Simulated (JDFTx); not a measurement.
Ru(1 0 -1 0) slab cut from bulk Ru (space group P6_3/mmc, indices of the conventional cell, lattice of the Materials Project entry mp-33, not re-optimised): 6 atoms in 6 planes, a 1x1 cell of 11.56 Å² (|a| = 2.708, |b| = 4.268 Å), 5.3 Å between the outermost planes, cell height 21.5 Å, 8×6×1 k mesh, Fermi smearing 0.01 Ha, no spin polarisation.

Level of theory: PBE, GBRV ultrasoft potentials, plane waves to 20/100 Ha; code: a modified build of JDFTx. Liquid: linear PCM (GLSSA13), water, 1 M NaF; nuclei fixed. Potentials are counted from the potential of zero charge; σ repeats to about 1 %.

```json
[
 {"U − U_pzc (V)": "-0.90", "σ (μC/cm², per face)": "withheld"},
 {"U − U_pzc (V)": "-0.47", "σ (μC/cm², per face)": "-8.00"},
 {"U − U_pzc (V)": "-0.30", "σ (μC/cm², per face)": "-5.26"},
 {"U − U_pzc (V)": "-0.15", "σ (μC/cm², per face)": "-2.74"},
 {"U − U_pzc (V)": "0.15", "σ (μC/cm², per face)": "3.00"},
 {"U − U_pzc (V)": "0.90", "σ (μC/cm², per face)": "27.37"}
]
```

Q: Fit σ = C₀x + bx² (x = U − U_pzc) to the other rows by least squares, predict the withheld value, and compare with the run.

A: The fit gives C₀ (μF/cm²) = 21.3, b (μF/cm²/V) = 10.1, with a root-mean-square miss of 0.26 μC/cm² on its own rows. It predicts -10.9 μC/cm²; the run gives -14.1 μC/cm², a miss of 3.2 μC/cm².
